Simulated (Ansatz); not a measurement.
The relaxed structure here is a generated cell of Te2Mo: the first start was made by placing the elements on the sites of a structure type, and the end was not matched to a known phase here, so it may be hypothetical. Known forms of Te2Mo include space group No. 194.

One starting cell of Te2Mo (a generated trial cell of Te2Mo in the pyrite structure type) was relaxed twice with Ansatz (plane waves, PAW, scalar-relativistic): with r2SCAN at 500 eV and with PBE at 420 eV. The r2SCAN result:

```
Te2Mo
1.0
    6.67638     0.00000     0.00000
    0.00000     6.67638     0.00000
    0.00000     0.00000     6.67638
Mo Te
4 8
Direct
  0.00000   0.00000   0.00000
  0.50000   0.50000   0.00000
  0.00000   0.50000   0.50000
  0.50000   0.00000   0.50000
  0.36547   0.36547   0.36547
  0.86547   0.13453   0.63453
  0.63453   0.86547   0.13453
  0.13453   0.63453   0.86547
  0.63453   0.63453   0.63453
  0.13453   0.86547   0.36547
  0.36547   0.13453   0.86547
  0.86547   0.36547   0.13453
```

| quantity | r2SCAN | PBE |
|---|---|---|
| space group | Pa-3 | Pa-3 |
| volume (Å³/atom) | 24.80 | 24.98 |
| a (Å) | 6.676 | 6.692 |
| gap (eV, no spin-orbit coupling) | 0.00 | 0.00 |

Both levels end in the same structure; PBE's volume is 0.7 % larger. Neither column is exact.

No spin polarisation in the result. A magnetic state may lie lower.

The run could not lose the symmetry of its start, so the end can be a saddle point.

Ansatz is an electronic-structure program.
